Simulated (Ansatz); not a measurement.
The relaxed structure here is a generated cell of CuI: the first start was made by placing the elements on the sites of a structure type, and the end was not matched to a known phase here, so it may be hypothetical. Known forms of CuI include space group No. 216.

One stationary structure of CuI. Space group P4₂/mmc (No. 131), AFLOW prototype AB_tP4_131_c_e (B17, as in PtS). All values below come from PBE (plane waves to 420 eV, PAW, scalar-relativistic; Ansatz, an electronic-structure program).

```cif
data_Cu2I2
_chemical_formula_sum 'I2 Cu2'
_space_group_name_H-M_alt 'P 1'
_space_group_IT_number 1
_cell_length_a 4.57360
_cell_length_b 4.57360
_cell_length_c 5.51904
_cell_angle_alpha 90.000
_cell_angle_beta 90.000
_cell_angle_gamma 90.000
loop_
_space_group_symop_operation_xyz
  'x, y, z'
loop_
_atom_site_label
_atom_site_type_symbol
_atom_site_fract_x
_atom_site_fract_y
_atom_site_fract_z
_atom_site_occupancy
I1 I 0.00000 0.50000 0.00000 1
I2 I 0.50000 0.00000 0.50000 1
Cu1 Cu 0.00000 0.00000 0.25000 1
Cu2 Cu 0.00000 0.00000 0.75000 1
```

What band gap does PBE give?

0.04 eV, direct at Γ (no spin-orbit coupling).

No spin polarisation in the result. Spin-orbit coupling is missing; with elements this heavy it can move band edges by tenths of an eV or more.

The run could not lower the symmetry of its start; a shaken copy of this end point relaxes with PBE to P1 (No. 1), 0.03 eV/atom lower.
